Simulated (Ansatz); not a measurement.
## Notes on a calculation: LaZn (CsCl-type structure)

**What was measured.** A cell as deposited of cubic LaZn (space group Pm-3m), temperature not stated, from the Crystallography Open Database (1963), has a = 3.750 Å and 26.37 Å³/atom.

Computed with Ansatz (plane waves, PAW, 420 eV cutoff): PBEsol, scalar-relativistic, no spin polarisation, 8×8×8 k-mesh, Gaussian smearing of 0.05 eV. The datasets are Ansatz's generated set soft_2.

The start was a prototype's sites filled with these elements; the Crystallography Open Database holds the compound in this structure.

The start, 1 % over the database's volume:

```
La Zn
1.0
     3.76246    0.00000    0.00000
     0.00000    3.76246    0.00000
     0.00000    0.00000    3.76246
La Zn
1 1
Cartesian
  0.0000 0.0000 0.0000
  1.8812 1.8812 1.8812
```

The first steps of the search for zero pressure:

```csv
run,level,k-mesh,kind,V (Å³/atom),P (GPa),gap on the mesh (eV)
1,PBEsol,8×8×8,fixed cell,26.63,-2.6,metal
```

Question: At which volume does PBEsol reach zero pressure?

Answer: 25.19 Å³/atom, about 5.4 % under the start.

The steps that followed:

```csv
run,level,k-mesh,kind,V (Å³/atom),P (GPa),E − E(final) (meV/atom),gap on the mesh (eV)
2,PBEsol,8×8×8,fixed cell,26.16,-1.9,6.0,metal
3,PBEsol,8×8×8,fixed cell,25.19,0.0,0.0,metal
```

Cell and atoms are those of this level's equilibrium.

The final structure (symmetry read at 0.01 Å). The structure is cubic, space group Pm-3m (No. 221). The conventional cell has a = 3.693 Å, b = 3.693 Å, c = 3.693 Å, α = 90.00°, β = 90.00°, γ = 90.00°. Around La (site symmetry m-3m) lie 8 Zn at 3.20 Å. Zn (site symmetry m-3m) is surrounded by 8 La at 3.20 Å. (Shells end 15 % past the nearest neighbour.)

At the final geometry the gap, band path included, is zero (metallic). The equation of state gives B0 = 53 GPa and B0′ = 4.3. Against the elements' standard states, run alike and uncorrected, the formation energy is -0.27 eV/atom. 

**Reading the result.**

With 23 valence electrons in the calculation's cell and no magnetic order, the bands, two electrons each, can't all be full or empty: band theory demands a metal. (Only strong correlation, outside this picture, could make a Mott insulator of it.)

**Against experiment.** PBEsol gives 3.693 Å and 25.19 Å³/atom, −4.5 % in volume (−1.5 % in length) from the database's cell. That is a large miss for PBEsol, or the entry is off.

No spin–orbit coupling, a notable omission for heavy elements.
